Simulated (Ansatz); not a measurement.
CuI:
```cif
data_CuI
_chemical_formula_sum 'I1 Cu1'
_space_group_name_H-M_alt 'P 1'
_space_group_IT_number 1
_cell_length_a 4.25883
_cell_length_b 4.25883
_cell_length_c 4.25883
_cell_angle_alpha 60.000
_cell_angle_beta 60.000
_cell_angle_gamma 60.000
loop_
_space_group_symop_operation_xyz
  'x, y, z'
loop_
_atom_site_label
_atom_site_type_symbol
_atom_site_fract_x
_atom_site_fract_y
_atom_site_fract_z
_atom_site_occupancy
I1 I 0.75000 0.75000 0.75000 1
Cu1 Cu 0.00000 0.00000 0.00000 1
```

Relaxed with plane-wave PAW r²SCAN (Ansatz code). Indices refer to the conventional cell of F-43m, a = b = c = 6.023 Å, α = β = γ = 90.00°.

**Question.** Simulate the powder diffraction pattern (Fe Kα, λ = 1.93735 Å; lines above 1 %) up to 2θ = 90°.

**Answer.** Simulated powder pattern, Fe Kα, λ = 1.93735 Å (kinematic, ideal powder, no thermal factors, no anomalous dispersion; the 30 strongest lines at most, above 1 %, up to 2θ = 90°):

| 2θ (°) | d (Å) | I/Imax (%) | hkl |
|---|---|---|---|
| 32.35 | 3.477 | 100 | (111) |
| 37.53 | 3.011 | 7.7 | (200) |
| 54.12 | 2.129 | 67 | (220) |
| 64.47 | 1.816 | 43 | (311) |
| 67.72 | 1.739 | 2.0 | (222) |
| 80.08 | 1.506 | 11 | (400) |
| 89.02 | 1.382 | 19 | (331) |

The r²SCAN relaxation kept the symmetry of its start; phonons on a q-mesh show no instability. No spin polarisation was allowed. Scalar-relativistic: spin–orbit coupling is off unless named, which matters more the heavier the elements.

Potentials: the later of the program's two PAW sets.
